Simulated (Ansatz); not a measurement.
**Ti: a ladder of calculations**

Cell of run 1: a COD entry, whose atoms a relaxation with PBE at fixed cell left in place.

```
CELL_PARAMETERS angstrom
2.95000 0.00000 0.00000
-1.47500 2.55477 0.00000
0.00000 0.00000 4.68600
ATOMIC_POSITIONS crystal
Ti 0.33333 0.66667 0.25000
Ti 0.66667 0.33333 0.75000
```

Sites (sets of like atoms) are named by element and the number of their first atom in this list.

All runs are DFT with Ansatz 0.2.0 (plane waves and PAW, scalar-relativistic unless spin–orbit coupling is named, Γ-centred meshes, Fermi–Dirac smearing where given) in this cell.

Run 1: PBE, atoms relaxed; 420 eV, 18×18×10 k-points, smearing 0.05 eV.
Run 2: r2SCAN, at the relaxed atoms; 500 eV, 18×18×10 k-points, smearing 0.05 eV.
Run 3: LDA, at the relaxed atoms; 420 eV, 18×18×10 k-points, smearing 0.05 eV.
Run 4: PBEsol, at the relaxed atoms; 420 eV, 18×18×10 k-points, smearing 0.05 eV.

Question: What does each run give, and what moves the gradients most?

Answer: 

```
run  Ti V_zz (η)
  1  1.86 (0.00)
  2  1.79 (0.00)
  3  1.88 (0.00)
  4  1.87 (0.00)
```

V_zz in 10²¹ V/m². Against run 1, the gradient tensors on these sites move by at most 0.08 in run 2 (Ti), 0.02 in run 3, 0.01 in run 4.

In runs 1, 2, 3, 4 there is no gap above 0.1 eV, so the gradients can move by 10 % or more with the k-mesh. The cell isn't the equilibrium one in runs 3, 4 (calculated pressure -10, -6 GPa), and the entry's cell may itself be off.
